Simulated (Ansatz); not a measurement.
Relaxed-ion elastic tensor of Ni (fcc (Cu type), Fm-3m) in GPa (Voigt order), PBE+D3(BJ) (plane waves, PAW; program Ansatz); density 9.26 g/cm³, 10.52 Å³ per atom.

```
306  176  176  0.0  0.0  0.0
176  306  176  0.0  0.0  0.0
176  176  306  0.0  0.0  0.0
0.0  0.0  0.0  150  0.0  0.0
0.0  0.0  0.0  0.0  150  0.0
0.0  0.0  0.0  0.0  0.0  150
```

Question: Is the crystal mechanically stable?

Answer: Yes: the smallest eigenvalue of C is 130 GPa.

Question: Work out the Voigt, Reuss and Hill averages.

Answer: K_V = 219, K_R = 219, K_H = 219; G_V = 116, G_R = 98.2, G_H = 107 GPa.

Question: Give Young's modulus, Poisson's ratio, Pugh's ratio and the universal anisotropy index.

Answer: E = 9KG/(3K + G) = 276 GPa; ν = 0.29; K/G = 2.05 (ductile by the Pugh limit of 1.75); A_U = 5G_V/G_R + K_V/K_R − 6 = 0.89.

Question: Estimate the sound speeds and the Debye temperature.

Answer: v_l = √((K + 4G/3)/ρ) = 6250 m/s, v_t = √(G/ρ) = 3400 m/s, mean 3790 m/s; Θ = (h/k)(3n/4πV)^(1/3) v_m = 515 K.

Question: Give the Zener ratio and Young's modulus along [100], [110] and [111].

Answer: A = 2C44/(C11 − C12) = 2.31; 1/E = S11 − 2(S11 − S12 − S44/2)Γ with Γ = 0, 1/4, 1/3 gives 177, 289, 366 GPa.

Question: Solve the Christoffel equation for the three sound speeds along [100], [110], [111].

Answer: Eigenvalues of C_ijkl n_j n_l equal ρv². In km/s, slowest first: [100] 4.02, 4.02, 5.75; [110] 2.65, 4.02, 6.49; [111] 3.17, 3.17, 6.72.

The PBE+D3(BJ) relaxation kept the symmetry of its start. Magnetic state: ferromagnetic, chosen from 3 collinear starts compared on coarse meshes (ties went to the first, and starts can fall back to one state), not a proven ground state. Textbook magnetic order: ferromagnetic. The pairwise dispersion correction was not fitted to metals. As this level gives no gap, shear constants depend on the k-mesh and smearing (Fermi–Dirac, 0.1 eV here). On the denser mesh and wider smearing of the elastic run this cell carries a stress of 0.3 GPa.

Potentials: the later of the program's two PAW sets.
